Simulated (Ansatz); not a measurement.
The relaxed structure here is a generated cell of LiTaO3: the first start was made by a random draw of sites in a space group, and the end was not matched to a known phase here, so it may be hypothetical. Known forms of LiTaO3 include space group No. 161.

A structure of LiTaO3 relaxed with PBEsol (plane waves to 420 eV, PAW, scalar-relativistic; Ansatz, a quantum-chemistry and plane-wave program); single points at other levels follow on the same geometry (Ansatz, PAW; PBEsol+SOC at 420 eV on a 8×8×9 k-mesh; spin-orbit coupling only where +SOC is written). Space group P4/mmm (No. 123).

```
LiTaO3
1.0
    3.99736     0.00000     0.00000
    0.00000     3.99736     0.00000
    0.00000     0.00000     3.88674
Li O Ta
1 3 1
Cartesian
  1.99868   1.99868   1.94337
  1.99868   0.00000   1.94337
  0.00000   1.99868   1.94337
  0.00000   0.00000   0.00000
  0.00000   0.00000   1.94337
```

```tsv
level	gap (eV)	kind	conduction minimum
PBEsol	1.67	indirect	Γ
PBEsol+SOC	1.61	indirect	Γ
```

The shift from spin-orbit coupling is approximate. No spin polarisation in the result.

The run could not lose the symmetry of its start, so the end can be a saddle point.

All atoms sit on sites fixed by symmetry, so only the cell could relax.
